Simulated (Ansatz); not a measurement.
Relaxed-ion elastic tensor of Sn (β-Sn type, I4_1/amd) in GPa (Voigt order), PBE in the plane-wave PAW code Ansatz; density 6.94 g/cm³, 28.41 Å³ per atom.

```
      1     2     3     4     5     6
-  ----  ----  ----  ----  ----  ----
1  57.7  60.1  28.4   0.0   0.0   0.0
2  60.1  57.7  28.4   0.0   0.0   0.0
3  28.4  28.4  77.7   0.0   0.0   0.0
4   0.0   0.0   0.0  19.0   0.0   0.0
5   0.0   0.0   0.0   0.0  19.0   0.0
6   0.0   0.0   0.0   0.0   0.0  21.5
```

Q: Is the crystal mechanically stable?

A: No: the smallest eigenvalue of C is -2.4 GPa.

The PBE relaxation kept the symmetry of its start. At this level the phase is mechanically unstable. As this level gives no gap, shear constants depend on the k-mesh and smearing (Fermi–Dirac, 0.1 eV here). On the denser mesh and wider smearing of the elastic run this cell carries a stress of 0.4 GPa. Spin–orbit coupling is left out wherever it is not named.

Potentials: the later of the program's two PAW sets.
